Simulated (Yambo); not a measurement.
Convergence of the G0W0 gap of Li3BrO

G0W0@PBEsol for Li3BrO (anti-perovskite, space group Pm-3m, No. 221) in Yambo. Reference settings: 4×4×4 Γ-centred k mesh, bands 7 to 174 and a 7 Ry block in the screening, 174 bands in G with the Bruneval-Gonze terminator, plasmon pole fitted at 27.2 eV. The PBEsol gap M → M on this mesh is 4.29 eV; G0W0 gaps are taken between the same points.

```
change from the reference       G0W0 gap M → M (eV)  shift of the valence edge (eV)        rough Yambo cost
------------------------------  -------------------  ------------------------------  ----------------------
reference settings                             6.33                           -1.15                       1
66 bands in W, 66 bands in G                   6.44                           -0.94               about 1/2
112 bands in W, 112 bands in G                 6.34                           -1.06  within a factor of two
66 bands in G                                  6.39                           -1.11                       –
112 bands in G                                 6.34                           -1.14                       –
82 bands in W                                  6.36                           -1.02               about 1/2
6 Ry block                                     6.31                           -1.12  within a factor of two
1 Ry block                                     6.55                           -1.30  within a factor of two
no random integration                          6.27                           -0.96                       –
2×2×2 mesh                                     6.12                           -0.96              about 1/10
66 bands in G, no terminator                   6.09                           -0.52                       –
112 bands in G, no terminator                  6.12                           -0.79                       –
no terminator                                  6.20                           -0.96                       –
```

The reference isn't shown to be the converged limit. Costs are rough (shared machines), scaled to the same edge states, and given only for runs that recompute the screening.

The cell is held in this high symmetry; tilts and polar distortions were not searched.

Spin-orbit coupling is included.

Geometry of the Materials Project entry, not relaxed at this level; primitive cell a = b = c = 3.9486 Å, α = β = γ = 90.00°.

A shift is the quasiparticle energy of the state minus its PBEsol energy.
